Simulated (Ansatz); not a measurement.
Ansatz (a program for electronic structure) input:

Ansatz 0.2 input:
```yaml
crystal:
  lattice:
    - [4.5874062578, 0.0, 0.0]
    - [0.0, 2.7015186268, 0.0]
    - [0.0, 0.0, 5.1507305533]
  atoms:
    - { symbol: W, position: [0.25, 0.0, 0.8659791819] }
    - { symbol: W, position: [0.75, 0.0, 0.1340208181] }
    - { symbol: Ag, position: [0.25, 0.5, 0.3615167336] }
    - { symbol: Ag, position: [0.75, 0.5, 0.6384832664] }
kpoints:
  mp_grid: { grid: [7, 11, 6] }
  band_path:
    path:
      - [[0.0, 0.0, 0.0], [0.5, 0.0, 0.0], [0.5, 0.5, 0.0], [0.0, 0.5, 0.0], [0.0, 0.0, 0.0], [0.0, 0.0, 0.5], [0.5, 0.0, 0.5], [0.5, 0.5, 0.5], [0.0, 0.5, 0.5], [0.0, 0.0, 0.5]]  # Γ-X-S-Y-Γ-Z-U-R-T-Z
      - [[0.5, 0.0, 0.0], [0.5, 0.0, 0.5]]  # X-U
      - [[0.0, 0.5, 0.0], [0.0, 0.5, 0.5]]  # Y-T
      - [[0.5, 0.5, 0.0], [0.5, 0.5, 0.5]]  # S-R
    npoints: 6
basis: { xc_grid: 2 }
hamiltonian:
  xc: pbesol
  pseudopotentials: { kind: paw }
magnetization: { noncollinear: true, spin_orbit: true }
scf:
  n_extra_bands: 12
  convergence: { dr2_threshold: 0.0000000001 }
  occupations: { method: gaussian, width: 0.05 }
output: { eigenvalues: true }
```

Output (shortened):

```
Pseudopotential: W, paw_fr, valence charge 14
Pseudopotential: Ag, paw_fr, valence charge 19
Functional definition: PBEsol
non-collinear run that drives no moment, with spin-orbit …
Crystal: 4 atoms, lattice volume = 63.833 Å³
Basis set: ecut = 420 eV, 1267 PW (Γ), exchange–correlation on 64×40×72 points (8 copies of the dense FFT grid, shifted against one another)
Bands: 78, of which v1, the nominal top of the filled ones, is band 66 counted from 1 (65 counted from 0)
Symmetry: 8 space group operations + 8 with time reversal
k-points: 96 of 462
Projection manifold: j_resolved (fully-relativistic pseudo-atomic orbitals)
SCF iter   1: F=—  HF=-35609.143985 eV  |F-HF|=—  |Δ(HF+E_count)|=         —  Δρ=7.88e-2  dr2=3.72e0  dr2_m=0.00e0 (ungated)  ethr=3.10e-3  |M|=0.00e0 ∫|m|=0.00e0 μB  |m|>n=0.0e0 m-floor=0.0e0 τ_xc=0.0e0  β_m=0.30  ⟨swp⟩=5.9  Hψ=15717  notcnv=0  defer=36
preconditioner: auto → Kerker (q_TF=auto, 2.744 Å⁻¹)
spin=Noncollinear: Kerker preconditioning applied to the charge; magnetization (m_x, m_y, m_z) channels mix plain (no charge-response kernel on spin).
SCF iter   2: F=—  HF=-35608.512277 eV  |F-HF|=—  |Δ(HF+E_count)|=   6.32e-1  Δρ=5.18e-2  dr2=1.54e0  dr2_m=0.00e0 (ungated)  ethr=3.10e-3  |M|=0.00e0 ∫|m|=0.00e0 μB  |m|>n=0.0e0 m-floor=0.0e0 τ_xc=0.0e0  β_m=0.55  ⟨swp⟩=2.0  Hψ=4628  notcnv=0  defer=498
SCF iter   3: F=—  HF=-35608.021218 eV  |F-HF|=—  |Δ(HF+E_count)|=   4.91e-1  Δρ=1.26e-2  dr2=7.27e-2  dr2_m=0.00e0 (ungated)  ethr=2.34e-3  |M|=0.00e0 ∫|m|=0.00e0 μB  |m|>n=0.0e0 m-floor=0.0e0 τ_xc=0.0e0  β_m=0.65  ⟨swp⟩=2.0  Hψ=5405  notcnv=0  defer=498
SCF iter   4: F=—  HF=-35608.005844 eV  |F-HF|=—  |Δ(HF+E_count)|=   1.54e-2  Δρ=3.04e-3  dr2=3.48e-3  dr2_m=0.00e0 (ungated)  ethr=1.10e-4  |M|=0.00e0 ∫|m|=0.00e0 μB  |m|>n=0.0e0 m-floor=0.0e0 τ_xc=0.0e0  β_m=0.82  ⟨swp⟩=2.4  Hψ=5877  notcnv=0  defer=494
SCF iter   5: F=—  HF=-35608.006128 eV  |F-HF|=—  |Δ(HF+E_count)|=   2.84e-4  Δρ=5.13e-4  dr2=1.07e-4  dr2_m=0.00e0 (ungated)  ethr=5.28e-6  |M|=0.00e0 ∫|m|=0.00e0 μB  |m|>n=0.0e0 m-floor=0.0e0 τ_xc=0.0e0  β_m=0.91  ⟨swp⟩=2.2  Hψ=5481  notcnv=0  defer=494
SCF iter   6: F=—  HF=-35608.006125 eV  |F-HF|=—  |Δ(HF+E_count)|=   2.29e-6  Δρ=1.50e-4  dr2=1.35e-5  dr2_m=0.00e0 (ungated)  ethr=1.62e-7  |M|=0.00e0 ∫|m|=0.00e0 μB  |m|>n=0.0e0 m-floor=0.0e0 τ_xc=0.0e0  β_m=0.96  ⟨swp⟩=2.0  Hψ=6561  notcnv=0  defer=494
SCF iter   7: F=—  HF=-35608.006121 eV  |F-HF|=—  |Δ(HF+E_count)|=   3.93e-6  Δρ=2.14e-5  dr2=3.25e-7  dr2_m=0.00e0 (ungated)  ethr=2.04e-8  |M|=0.00e0 ∫|m|=0.00e0 μB  |m|>n=0.0e0 m-floor=0.0e0 τ_xc=0.0e0  β_m=0.98  ⟨swp⟩=2.1  Hψ=5297  notcnv=0  defer=494
SCF iter   8: F=—  HF=-35608.006119 eV  |F-HF|=—  |Δ(HF+E_count)|=   2.77e-6  Δρ=3.54e-6  dr2=1.34e-8  dr2_m=0.00e0 (ungated)  ethr=4.92e-10  |M|=0.00e0 ∫|m|=0.00e0 μB  |m|>n=0.0e0 m-floor=0.0e0 τ_xc=0.0e0  β_m=0.99  ⟨swp⟩=2.0  Hψ=5131  notcnv=0  defer=494
SCF iter  10: F=-35608.006119 eV  HF=-35608.006119 eV  |F-HF|=7.28e-12  |Δ(HF+E_count)|=  1.02e-10  Δρ=1.53e-7  dr2=2.15e-11  dr2_m=0.00e0 (ungated)  ethr=1.00e-12  |M|=0.00e0 ∫|m|=0.00e0 μB  |m|>n=0.0e0 m-floor=0.0e0 τ_xc=0.0e0  ⟨swp⟩=8.7  Hψ=11792  notcnv=0
SCF 1 converged in 10 iterations: F = -35608.006119 eV  dr2 = 2.15e-11
NSCF: frozen V_eff on 76 k-points
SCF converged after 10 iterations
Magnetization: |M| = 0.0000 μB,  M = (+0.0000, +0.0000, +0.0000) μB
Absolute magnetization: 0.0000 μB (∫|m|)
  site 0: m = (+0.0000, +0.0000, +0.0000) μB, |m| = 0.0000 μB  (R = 1.10 Å)
  site 1: m = (+0.0000, +0.0000, +0.0000) μB, |m| = 0.0000 μB  (R = 1.10 Å)
  site 2: m = (+0.0000, +0.0000, +0.0000) μB, |m| = 0.0000 μB  (R = 1.11 Å)
  site 3: m = (+0.0000, +0.0000, +0.0000) μB, |m| = 0.0000 μB  (R = 1.11 Å)
Free energy (F): -35608.006119 eV
Harris-Foulkes:  -35608.006119 eV  (|F-HF|=7.28e-12)
Internal energy: -35608.001123 eV  (E = F + TS)
E sigma→0 (E₀):  -35608.003621 eV
Entropy (-TS):   -0.004996 eV (-1.249 meV/atom)
Fermi energy:    20.565307 eV
--- Per-component energies (eV) ---
  E_band       = -589.770346
  E_kinetic    = 1952.807456
  E_local      = -5640.229367  (includes V_loc(G=0)·N_el)
  E_nonlocal   = 156.970692
  E_hartree    = 2476.619156
  E_xc         = -897.944237
  E_vxc        = -947.004546  (∫ρ·V_xc dr)
  E_paw        = -24580.232793  (= ΣΔE_a)
  E_vpaw       = -1065.553484  (= ΣTr[D̂ρ^β])
  E_aug_tail   = 0.000463  (compensation charges beyond the density's cutoff)
  E_ewald      = -9077.095503
  E_core_change = 1.103009  (= ΣΔE_core)
  E_smearing   = -0.004996  (= −TS)
  E_closure    = 0.000000  (closes the sum)
  Σ components = -35608.006119   (vs F -35608.006119, Δ=0.00e0)
  [band-id]    e_kinetic+e_local+e_nonlocal+2·e_hartree+e_vxc+e_vpaw+e_augmentation_tail = -589.770474   (vs E_band -589.770346, Δ=-1.27e-4)
--- Band table (eV; the first three rows and the last of 96) ---
  k-point 0: bands = ["-72.0336", "-72.0336", "-72.0186", "-72.0186", "-53.0984", "-53.0984", "-53.0192", "-53.0192", "-39.0705", "-39.0705", "-39.0291", "-39.0291", "-33.9996", "-33.9996", "-33.9131", "-33.9131", "-33.8719", "-33.8719", "-33.8469", …
  k-point 1: bands = ["-72.0336", "-72.0336", "-72.0186", "-72.0186", "-53.0984", "-53.0984", "-53.0192", "-53.0192", "-39.0705", "-39.0705", "-39.0290", "-39.0290", "-33.9995", "-33.9995", "-33.9129", "-33.9129", "-33.8718", "-33.8718", "-33.8469", …
  k-point 2: bands = ["-72.0336", "-72.0336", "-72.0186", "-72.0186", "-53.0985", "-53.0985", "-53.0192", "-53.0192", "-39.0704", "-39.0704", "-39.0289", "-39.0289", "-33.9992", "-33.9992", "-33.9127", "-33.9127", "-33.8718", "-33.8718", "-33.8469", …
  k-point 95: bands = ["-72.0132", "-72.0132", "-72.0099", "-72.0099", "-52.9978", "-52.9978", "-52.9806", "-52.9806", "-39.0927", "-39.0927", "-39.0842", "-39.0842", "-34.0037", "-34.0037", "-34.0003", "-34.0003", "-33.9300", "-33.9300", "-33.9120", …
```

Cost: very roughly 90 core-seconds on shared cores.

Space group Pmma. The start of the workflow was typed in or built on a structure type; neither database checked (COD, Materials Project) lists it. Whether it is the stable phase at ambient conditions was not checked. The cell was relaxed with PBEsol under the symmetry of its start. At this level the phase is dynamically unstable (imaginary phonons). No spin polarisation was allowed. Its formation energy is positive at this level, so the cell may be metastable or incomplete.

Potentials: the later of the program's two PAW sets.

Ansatz is a plane-wave DFT program.
